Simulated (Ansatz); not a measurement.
Pd:
```cif
data_Pd
_chemical_formula_sum 'Pd1'
_space_group_name_H-M_alt 'Pm-3m'
_space_group_IT_number 221
_space_group_name_Hall '-P 4 2 3'
_cell_length_a 2.61402
_cell_length_b 2.61402
_cell_length_c 2.61402
_cell_angle_alpha 90.000
_cell_angle_beta 90.000
_cell_angle_gamma 90.000
loop_
_atom_site_label
_atom_site_type_symbol
_atom_site_symmetry_multiplicity
_atom_site_Wyckoff_symbol
_atom_site_fract_x
_atom_site_fract_y
_atom_site_fract_z
_atom_site_occupancy
Pd1 Pd 1 a 0.00000 0.00000 0.00000 1
```

This is the PBE-relaxed structure.

Task: All from plane-wave PAW PBE (Ansatz code), unless another level is named. Estimate the density of states at the Fermi level.

Result: 1.7 states/eV per atom (mean over ±0.08 eV).

Task: Next, the gap with spin–orbit coupling?

Result: none (metallic).

A made-up cell: these elements were put on the sites of a structure type; neither database checked (COD, Materials Project) lists it. It is not the phase usual at ambient conditions (space group No. 225). Symmetry was held in the PBE relaxation; whether a distortion lowers the energy is not shown. The run is not spin-polarised. Spin–orbit coupling is left out wherever it is not named.

Potentials: the earlier of the program's two PAW sets.
